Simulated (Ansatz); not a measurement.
ReW:
```yaml
crystal:
  lattice:
    - [2.82876, 0.00000, 0.00000]
    - [0.00000, 2.82876, 0.00000]
    - [0.00000, 0.00000, 3.91713]
  atoms:
    - { symbol: W, position: [0.50000, 0.50000, 0.50000] }
    - { symbol: Re, position: [0.00000, 0.00000, 0.00000] }
```

This is the PBE-relaxed structure.

Problem. All from PBE (plane waves, PAW; program Ansatz), unless another level is named. Estimate the formation energy from the elements (no fitted shifts).

Solution. 0.22 eV/atom.

Problem. Give the density of states at the Fermi level.

Solution. 0.90 states/eV per atom (mean over ±0.08 eV).

Space group P4/mmm (L1₀ or tetragonal B2). A made-up cell: these elements were put on the sites of a structure type; neither database checked (COD, Materials Project) lists it. Its standing as an ambient phase is unchecked. Symmetry was held in the PBE relaxation; its stability against distortions is not shown here. The run is not spin-polarised. The references are the lowest solids computed at this level, not always the standard phases. Spin–orbit coupling is left out wherever it is not named.

Potentials: the earlier of the program's two PAW sets.
